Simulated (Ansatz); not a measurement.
**TiO: do energies and stresses tell the same story?**

Level of theory: Ansatz 0.2.0, DFT PBEsol, scalar-relativistic, plane waves, PAW.

Settings: cutoff 420 eV, Γ-centred mesh 12×12×12 on the computed 6-atom cell, Gaussian smearing of 0.10 eV; no spin polarisation.

Relaxed cell: P-62m, a = 4.958 Å, b = 4.958 Å, c = 2.836 Å, α = 90.00°, β = 90.00°, γ = 120.00°, 6 atoms in the primitive cell. This form isn't the usual stable structure of the compound.

Energies at zero smearing and pressures from the stress tensor, at volumes with shape and atoms relaxed:
```csv
V (Å³/atom),E − E(first) (meV/atom),P (GPa)
8.856,0.00,39.96
9.158,-63.16,27.43
9.460,-104.53,16.77
9.762,-127.36,7.71
10.064,-134.40,0.00
10.366,-128.04,-6.56
10.668,-110.25,-12.14
11.070,-71.73,-18.28
```

Question: Check P = −dE/dV between neighbouring volumes, and get the bulk modulus from the pressures alone.

Answer: With 1 eV/Å³ = 160.2 GPa:
| middle V (Å³/atom) | −ΔE/ΔV (GPa) | mean P (GPa) |
| --- | --- | --- |
| 9.007 | 33.517 | 33.694 |
| 9.309 | 21.953 | 22.097 |
| 9.611 | 12.113 | 12.237 |
| 9.913 | 3.737 | 3.851 |
| 10.215 | -3.376 | -3.282 |
| 10.517 | -9.441 | -9.349 |
| 10.869 | -15.331 | -15.209 |

The two differ by 0.18 GPa at most. The mean of two end pressures misses the average over a step by about ΔV² P″/12, up to 0.17 GPa here; with that taken off 0.02 GPa remains. Around V = 10.064 Å³/atom, the two neighbours give B = −V ΔP/ΔV = 10.064 × 14.27 / 0.604 = 237.8 GPa, against B0 = 236.6 GPa from the Birch–Murnaghan fit of the energies.

Spin polarisation was left out, and a magnetic state may lie lower.

A ferromagnetic start lost its moments in a first run, so spin was left out; other magnetic orders weren't tried.